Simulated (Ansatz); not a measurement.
Data:

HfB2:
Space group P6/mmm (No. 191); a = b = 3.136 Å, c = 3.481 Å, α = β = 90.00°, γ = 120.00°

```
atom  site  symmetry       x       y       z
----  ----  --------  ------  ------  ------
Hf      1a     6/mmm  0.0000  0.0000  0.0000
B       2d      -6m2  0.3333  0.6667  0.5000
```

This is the r²SCAN-relaxed structure.

### Question
All from DFT-r²SCAN in the program Ansatz with PAW potentials, unless another level is named. Predict the highest zone-centre frequency.

### Answer
814 cm^-1.

### Question
What about the Poisson's ratio?

### Answer
0.13.

The r²SCAN relaxation kept the symmetry of its start; of distortions, only those at the zone centre were tested. No spin polarisation was allowed. As this level gives no gap, phonon frequencies hold no LO–TO term and depend on the k-mesh and smearing (Fermi–Dirac, 0.1 eV here). Scalar-relativistic: spin–orbit coupling is off unless named, which matters more the heavier the elements.

Potentials: the later of the program's two PAW sets.
